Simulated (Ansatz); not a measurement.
The relaxed structure here is a generated cell of Nb: the first start was made by placing the elements on the sites of a structure type, and the end was not matched to a known phase here, so it may be hypothetical. Known forms of Nb include space group No. 229.

One starting cell of Nb (a generated cell, Nb built in the beta-W structure type) was relaxed twice with Ansatz (plane waves, PAW, scalar-relativistic): with r2SCAN at 500 eV and with PBE at 420 eV. The r2SCAN result:

Space group Pm-3n (No. 223); a = b = c = 5.291 Å, α = β = γ = 90.00°

```csv
atom,site,symmetry,x,y,z
Nb,6c,-4m.2,0.0000,0.5000,0.2500
Nb,2a,m-3.,0.0000,0.0000,0.0000
```

| quantity | r2SCAN | PBE |
|---|---|---|
| space group | Pm-3n | Pm-3n |
| volume (Å³/atom) | 18.51 | [?] |
| a (Å) | 5.291 | [?] |
| gap (eV, no spin-orbit coupling) | 0.00 | [?] |

Question: What does PBE give for the same quantities?

Answer: 
- volume (Å³/atom), PBE: 18.58
- a (Å), PBE: 5.298
- gap (eV, no spin-orbit coupling), PBE: 0.00

Both levels end in the same structure; PBE's volume is within 0.5 % of r2SCAN's. Neither column is exact.

No spin polarisation in the result.

The run could not lose the symmetry of its start: the end is stationary, and may be a saddle point rather than a minimum.

All atoms sit on sites fixed by symmetry, so only the cell could relax.

Ansatz is a quantum-chemistry and plane-wave program.
